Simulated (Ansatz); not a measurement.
Values for one crystal, relaxed and computed with the program Ansatz at the PBEsol level (PAW); other levels are named.

```yaml
volume_per_atom: 5.92 Å³
electronic_character: metallic (no gap)
Bulk modulus (Birch–Murnaghan fit): 391 GPa
Formation energy from the elements (no fitted shifts): 0.13 eV/atom
Pressure derivative B′: 3.6
Density of states at the Fermi level: 0.10 states/eV per atom (mean over ±0.08 eV)
```

Problem. Which of these materials gives this?
A. YCo3B2, P6/mmm (Y on 1a, Co on 3g, B on 2c)
B. BC5, I-4m2 (B on 2c, C on 4e, C on 2b, C on 4f)
C. AlV2C, P6_3/mmc (Al on 2d, V on 4f, C on 2a)
D. BP, rock salt

Solution. B, BC5, I-4m2 (B on 2c, C on 4e, C on 2b, C on 4f)

The workflow started from a Materials Project entry (that database holds measured and hypothetical structures alike); the Crystallography Open Database copy checked does not list it. Whether it is the stable phase at ambient conditions was not checked. Symmetry was held in the PBEsol relaxation; its stability against distortions is not shown here. The references are the lowest solids computed at this level, not always the standard phases.

Potentials: the later of the program's two PAW sets.
